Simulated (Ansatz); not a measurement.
The relaxed structure here is a generated cell of KSrCl3: the first start was made by placing the elements on the sites of a structure type, and the end was not matched to a known phase here, so it may be hypothetical.

A structure of KSrCl3 relaxed with r2SCAN (plane waves to 500 eV, PAW, scalar-relativistic; Ansatz, a program for electronic structure); single points at other levels follow on the same geometry (Ansatz, PAW; HSE06 at 420 eV on a 3×2×3 k-mesh; no spin-orbit coupling). Space group Pnma (No. 62).

KSrCl3 has the orthorhombic space group Pnma (No. 62), Pearson symbol oP20. Cell: a = 7.917 Å, b = 10.773 Å, c = 7.444 Å, α = β = γ = 90.00°. K on 4c is surrounded by 4 Cl at 3.140–3.165 Å and 2 Cl at 3.393 Å and 2 Cl at 3.903 Å. Sr on 4a is coordinated by 6 Cl at 2.875–2.889 Å (octahedral). Cl1 on 4c is coordinated by 2 Sr at 2.889 Å and 2 K at 3.140–3.165 Å. Cl2 on 8d sees 2 Sr at 2.875–2.883 Å and 1 K at 3.159 Å and 1 K at 3.393 Å and 1 K at 3.903 Å. (Neighbours: up to the widest gap in distance over summed covalent radii, below 1.35, at either atom; cation-cation and far metal-metal contacts left out.)

```json
[
 {"level": "r2SCAN", "gap (eV)": "6.06", "kind": "direct", "conduction minimum": "Γ"},
 {"level": "HSE06", "gap (eV)": "…", "kind": "–", "conduction minimum": "…"}
]
```

Problem. Some entries are withheld; supply them.

Solution. 
- HSE06, gap (eV): 6.69
- HSE06, conduction minimum: Γ

For this cell size the semilocal gaps come from the SCF mesh and high-symmetry points. No spin polarisation in the result.

The run could not lose the symmetry of its start: the end is stationary, and may be a saddle point rather than a minimum.
